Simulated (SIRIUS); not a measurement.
Band structure of Ta2Si (I4/mcm, 6 atoms in the cell; from Materials Project mp-2783).

```
CELL_PARAMETERS angstrom
     -3.08777     3.08777     2.52364
      3.08777    -3.08777     2.52364
      3.08777     3.08777    -2.52364
ATOMIC_POSITIONS crystal
  Ta 0.66359 0.83641 0.50000
  Ta 0.33641 0.16359 0.50000
  Ta 0.83641 0.33641 0.17282
  Ta 0.16359 0.66359 0.82718
  Si 0.25000 0.25000 0.00000
  Si 0.75000 0.75000 0.00000
```

All values come from this method and carry its errors: LDA (PW92), GBRV LDA ultrasoft pseudopotentials (plane waves; SIRIUS 7.12.0).

Settings: parameters.ngridk = 6 6 6; parameters.xc_functionals = [XC_LDA_X, XC_LDA_C_PW]; parameters.gk_cutoff = 6.325 1/bohr; parameters.pw_cutoff = 14.143 1/bohr; parameters.smearing = fermi_dirac; parameters.smearing_width = 0.00367493 Ha; potentials = GBRV LDA ultrasoft pseudopotentials; parameters.electronic_structure_method = pseudopotential; parameters.num_bands = 36; parameters.num_mag_dims = 0; parameters.num_dft_iter = 100; parameters.energy_tol = 1e-07 Ha; parameters.density_tol = 1e-06; mixer.type = broyden2.

Spin-orbit coupling is left out, which matters for bands and gaps with elements this heavy. The structure comes from a collection of computed structures, made at another level of theory; the collection holds predicted forms beside known ones. No clean gap shows at this smearing width and mesh (spacing up to 0.27 Å⁻¹); the mesh is coarse for partly filled bands, so the values carry mesh errors.

Points are given in units of this cell's reciprocal vectors. Levels in eV from the Fermi level, bands 27 to 34:
| point | 27 | 28 | 29 | 30 | 31 | 32 | 33 | 34 |
|---|---|---|---|---|---|---|---|---|
| Γ (0 0 0) | -2.40 | -1.95 | 0.18 | 0.25 | 0.93 | 1.30 | 1.30 | 1.57 |
| X (0 0 0.5) | -1.86 | -1.41 | -0.16 | 0.03 | 0.10 | 0.66 | 1.33 | 1.79 |
| M (-0.5 0.5 0.5) | -1.02 | -0.98 | -0.98 | -0.96 | -0.23 | 0.24 | 0.73 | 0.73 |
| Z (0.417 0.417 -0.417) | -1.08 | -0.93 | -0.93 | -0.68 | -0.21 | 0.44 | 0.44 | 0.93 |
| P (0.25 0.25 0.25) | -1.86 | -1.86 | -1.06 | -1.06 | 0.75 | 0.75 | 1.81 | 1.81 |
| N (0 0.5 0) | -1.92 | -1.92 | -1.00 | -1.00 | 0.70 | 0.70 | 1.88 | 1.88 |
| Z1 (-0.417 0.583 0.417) | -1.08 | -0.93 | -0.93 | -0.68 | -0.21 | 0.44 | 0.44 | 0.93 |

3 bands cross the Fermi level along this path, so the cell has no gap at this level.
